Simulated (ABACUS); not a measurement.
A user runs ABACUS on KCdF₃ (Pnma, 20 atoms in the cell; from Materials Project mp-9628) and asks whether the run is sound. The aim is a self-consistent single point with DFT, LDA (PW92), numerical atomic orbitals TZDP (confined pseudo-atomic orbitals; energy shift 0.01 Ry), PseudoDojo 0.4 standard norm-conserving LDA (tails mended) pseudopotentials.

This input was run:

```
# file: INPUT
INPUT_PARAMETERS
calculation          scf
basis_type           lcao
pseudo_dir           ./
orbital_dir          ./
dft_functional       PWLDA
ecutwfc              100.0
symmetry             1
symmetry_prec        1e-05
smearing_method      fixed
ks_solver            genelpa
scf_nmax             100
scf_thr              5.0e-02
mixing_type          broyden
mixing_beta          0.7
cal_force            1
cal_stress           1
out_mul              1
device               cpu
# file: STRU
ATOMIC_SPECIES
K 39.098 K.upf
Cd 112.414 Cd.upf
F 18.998 F.upf

NUMERICAL_ORBITAL
K_lda_9.9au_4s3p2d.orb
Cd_lda_6.5au_4s3p3d.orb
F_lda_4.0au_3s3p2d.orb

LATTICE_CONSTANT
1

LATTICE_VECTORS
  11.6805672517    0.0000000000    0.0000000000
   0.0000000000   16.3298226416    0.0000000000
   0.0000000000    0.0000000000   11.4934843653

ATOMIC_POSITIONS
Direct

K
0.0
4
   0.0435400000    0.2500000000    0.9900000000
   0.9564600000    0.7500000000    0.0100000000
   0.4564600000    0.7500000000    0.4900000000
   0.5435400000    0.2500000000    0.5100000000

Cd
0.0
4
   0.0000000000    0.0000000000    0.5000000000
   0.5000000000    0.0000000000    0.0000000000
   0.5000000000    0.5000000000    0.0000000000
   0.0000000000    0.5000000000    0.5000000000

F
0.0
12
   0.2929300000    0.4571900000    0.7053700000
   0.7070700000    0.5428100000    0.2946300000
   0.2070700000    0.5428100000    0.2053700000
   0.7929300000    0.4571900000    0.7946300000
   0.7929300000    0.0428100000    0.7946300000
   0.2070700000    0.9571900000    0.2053700000
   0.7070700000    0.9571900000    0.2946300000
   0.2929300000    0.0428100000    0.7053700000
   0.4731900000    0.2500000000    0.0815600000
   0.5268100000    0.7500000000    0.9184400000
   0.0268100000    0.7500000000    0.5815600000
   0.9731900000    0.2500000000    0.4184400000
# file: KPT
K_POINTS
0
MP
5 3 5 0 0 0
```

Output (repeated stretches shortened):

```
 READING UNITCELL INFORMATION
                                    ntype = 3
                  lattice constant (Bohr) = 1
              lattice constant (Angstrom) = 0.529177

 READING ATOM TYPE 1
                               atom label = K
                      L=0, number of zeta = 4
   [... lines left out ...]
      11 -0.20000000  0.00000000 -0.20000000  0.0533      21
      12  0.00000000  0.00000000 -0.20000000  0.0267      22
     ... 6 more k-points

                               nkstot now = 18

K-POINTS DIRECT COORDINATES
 KPOINTS    DIRECT_X    DIRECT_Y    DIRECT_Z  WEIGHT
       1 -0.40000000 -0.33333333 -0.40000000  0.2133
       2 -0.20000000 -0.33333333 -0.40000000  0.2133
       3  0.00000000 -0.33333333 -0.40000000  0.1067
       4 -0.40000000  0.00000000 -0.40000000  0.1067
       5 -0.20000000  0.00000000 -0.40000000  0.1067
       6  0.00000000  0.00000000 -0.40000000  0.0533
       7 -0.40000000 -0.33333333 -0.20000000  0.2133
       8 -0.20000000 -0.33333333 -0.20000000  0.2133
       9  0.00000000 -0.33333333 -0.20000000  0.1067
      10 -0.40000000  0.00000000 -0.20000000  0.1067
      11 -0.20000000  0.00000000 -0.20000000  0.1067
      12  0.00000000  0.00000000 -0.20000000  0.0533
     ... 6 more k-points

 SETUP PLANE WAVES FOR WAVE FUNCTIONS
     energy cutoff for wavefunc (unit:Ry) = 100
              fft grid for wave functions = [ 75, 108, 75 ]
                    number of plane waves = 40731

 -------------------------------------------
 SELF-CONSISTENT
 -------------------------------------------

                  longest orb rcut (Bohr) = 9.9
   longest nonlocal projector rcut (Bohr) = 1.66
                     search radius (Bohr) = 23.1

                          real space grid = [ 75, 108, 75 ]

                                 init_chg = atomic

 LCAO ALGORITHM --------------- ION=   1  ELEC=   1--------------------------------

 Density error is 0.0685857226694
 E_KohnSham     -2231.4396554808     -30360.2940576960
 E_Fermi        0.2135070721         2.9049127441

 LCAO ALGORITHM --------------- ION=   1  ELEC=   2--------------------------------

 Density error is 0.0498438788403
 E_KohnSham     -2231.5454521171     -30361.7334947787
 E_KS(sigma->0) -2231.5454521171     -30361.7334947787
 E_entropy(-TS) 0.0000000000         0.0000000000
 E_Fermi        0.3548123325         4.8274694426
 charge density convergence is achieved
 final etot is -30361.733495 eV
 EFERMI = 4.8274694426 eV

 STATE ENERGY(eV) AND OCCUPATIONS    NSPIN == 1
   [... 118 lines left out ...]

 TOTAL-FORCE (eV/Angstrom)
                        K1        -0.3717296473         0.0000000000         0.2810762097
                        K2         0.3717296473         0.0000000000        -0.2810762097
                        K3         0.3717296473         0.0000000000         0.2810762097
                        K4        -0.3717296473         0.0000000000        -0.2810762097
                       Cd1         0.0000000000         0.0000000000         0.0000000000
                       Cd2         0.0000000000         0.0000000000         0.0000000000
   [... lines left out ...]

 TOTAL-STRESS (KBAR)
       -92.9920585042         0.0000000000        -0.0000000000
         0.0000000000      -103.9602534196         0.0000000000
         0.0000000000         0.0000000000       -92.4902929288
 TOTAL-PRESSURE: -96.480868 KBAR

 --------------------------------------------
 !FINAL_ETOT_IS -30361.7334947787312558 eV
 --------------------------------------------
```

Can these results be used? Check the input.

The run is not sound. The fault is a convergence threshold that is too loose. A loop that stops early leaves an energy error of second order in the density error, but errors of first order in forces and stress. To fix it, tighten the threshold. The run converged in 2 iterations without an error; against the sound input the free energy goes up by 545 meV/atom, the pressure goes from -7.55 to -9.65 GPa and the largest force goes from under 0.1 to 0.91 eV/Å.

An input that runs soundly differs in these lines (not the only fix; some lines may just follow from the change or write a value another way):
```diff
-scf_thr              5.0e-02
+scf_thr              1.0e-07
```

With that input, the run converged in 11 iterations: free energy E − TS -30372.6329 eV; pressure -7.55 GPa (DFT, LDA (PW92), numerical atomic orbitals TZDP (confined pseudo-atomic orbitals; energy shift 0.01 Ry), PseudoDojo 0.4 standard norm-conserving LDA (tails mended) pseudopotentials).

The atom-centred basis is finite, which shifts total energies and pressures against plane waves. The structure comes from a collection of computed structures, made at another level of theory; the collection holds predicted forms beside known ones.

The atomic orbitals were generated for these runs; they are not ABACUS's published sets and were checked against plane waves on a few crystals only.

“Tails mended”: in these copies of the files the far tail of each local potential was reset to the Coulomb form.
